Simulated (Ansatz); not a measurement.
**Equation of state of NaHg2**

A database entry relaxed whole under r2SCAN (P6/mmm):

```xyz
3
Lattice="5.0695 0.0000 0.0000 -2.5348 4.3903 0.0000 0.0000 0.0000 3.2894" Properties=species:S:1:pos:R:3 pbc="T T T"
Na    0.0000    0.0000    0.0000
Hg    0.0000    2.9269    1.6447
Hg    2.5348    1.4634    1.6447
```

The cell was scaled uniformly, its shape held, and the atoms relaxed at each volume with plane-wave PAW DFT (Ansatz 0.2.0; r2SCAN, 500 eV, 8×8×10 Γ-centred mesh, fermi-dirac occupations of width 0.100 eV; no spin, no spin-orbit coupling). One row is withheld.

```tsv
volume (Å³/atom)	energy over the lowest (meV/atom)	pressure (GPa)
22.939	9.7	2.19
23.427	4.3	1.37
23.916	1.2	0.67
24.404	0.0	0.05
24.892	?	?
25.380	2.8	-0.98
25.868	6.4	-1.40
```

Q: Fit the pressures of the other rows to the third-order Birch-Murnaghan form.

A: With f = [(V₀/V)^(2/3) − 1]/2 and P = 3B₀f(1 + 2f)^(5/2)[1 + 3(B₀′ − 4)f/2], least squares gives V₀ = 24.44 Å³ an atom, B₀ = 28.8 GPa and B₀′ = 5.6; the rows miss the fit by less than 0.01 GPa. The slope of the energies differs from these pressures by less than 0.05 GPa.

Q: What does the withheld row hold?

A: The fit gives -0.50 GPa at 24.892 Å³; the run gave -0.50 GPa and 0.6 meV an atom.

Caveats: the shape of the cell was held, so B₀ is an upper bound where the axes differ in stiffness; 0 K, fixed nuclei; the symmetry was kept, and this need not be the phase that is stable at 0 K; one mesh for all volumes; pressure is positive in compression.
